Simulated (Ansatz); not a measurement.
**Property card for ZrIr2**

ZrIr2:
```
CELL_PARAMETERS angstrom
      0.00000     3.67307     3.67307
      3.67307     0.00000     3.67307
      3.67307     3.67307     0.00000
ATOMIC_POSITIONS crystal
  Zr 0.50000 0.50000 0.50000
  Zr 0.75000 0.75000 0.75000
  Ir 0.62500 0.12500 0.12500
  Ir 0.12500 0.12500 0.62500
  Ir 0.12500 0.62500 0.12500
  Ir 0.12500 0.12500 0.12500
```

Space group Fd-3m (No. 227), cubic Laves (MgCu2 type); conventional cell a = b = c = 7.346 Å, α = β = γ = 90.00°.

Method: PBEsol (plane waves, PAW; program Ansatz). Structure relaxed to zero pressure with the same functional. Other levels are named where they apply.

### Cell and energy

```
Quantity                                                      Result
-----------------------------------------------------  -------------
Volume per atom                                             16.52 Å³
Density                                                  15.94 g/cm³
Formation energy from the elements (no fitted shifts)  -0.68 eV/atom
```

### Electronic structure

```
Property                                                                     Value
------------------------------------  --------------------------------------------
Electronic character                                             metallic (no gap)
Density of states at the Fermi level  0.94 states/eV per atom (mean over ±0.08 eV)
Gap with spin–orbit coupling                                       none (metallic)
```

### Mechanics

```
Item                                                                          Result
--------------------------------------------  --------------------------------------
Bulk modulus (Birch–Murnaghan fit)                                           270 GPa
Pressure derivative B′                                                           4.6
Elastic constants (relaxed ions, GPa)                C11 = 411, C12 = 199, C44 = 162
Mechanical stability                          stable (all eigenvalues of C positive)
Hill bulk and shear moduli                                           270 and 136 GPa
Young's modulus                                                              350 GPa
Poisson's ratio                                                                 0.28
Debye temperature from the elastic constants                                   381 K
```

### Phonons

```
Item                                                    Result
-----------------------------  -------------------------------
Highest zone-centre frequency                         258 cm⁻¹
Zone-centre stability          unstable, softest mode 81i cm⁻¹
```

The first step of the workflow began from a Materials Project structure, measured or hypothetical; the Crystallography Open Database files this formula in space group No. 227, but the cells were not matched. Whether it is the stable phase at ambient conditions was not checked. The PBEsol relaxation kept the symmetry of its start. The run is not spin-polarised. As this level gives no gap, shear constants depend on the k-mesh and smearing (Fermi–Dirac, 0.1 eV here). As this level gives no gap, phonon frequencies hold no LO–TO term and depend on the k-mesh and smearing (Fermi–Dirac, 0.1 eV here). The references are the lowest solids computed at this level, not always the standard phases. Spin–orbit coupling is left out wherever it is not named.

Potentials: the later of the program's two PAW sets.
